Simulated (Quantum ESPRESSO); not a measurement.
```cif
data_InP
_chemical_formula_sum 'P1 In1'
_space_group_name_H-M_alt 'P 1'
_space_group_IT_number 1
_cell_length_a 4.15858
_cell_length_b 4.15858
_cell_length_c 4.15858
_cell_angle_alpha 60.000
_cell_angle_beta 60.000
_cell_angle_gamma 60.000
loop_
_space_group_symop_operation_xyz
  'x, y, z'
loop_
_atom_site_label
_atom_site_type_symbol
_atom_site_fract_x
_atom_site_fract_y
_atom_site_fract_z
_atom_site_occupancy
P1 P 0.75000 0.75000 0.75000 1
In1 In 0.00000 0.00000 0.00000 1
```

Cell and atoms were relaxed with PBEsol from Materials Project entry mp-20351, within its symmetry.

Q: What does PBEsol (pw.x of Quantum ESPRESSO, ONCV potentials, with spin-orbit coupling) give for the electronic structure near the Fermi level?

A: The PBEsol gap is direct, 0.53 eV at Γ.
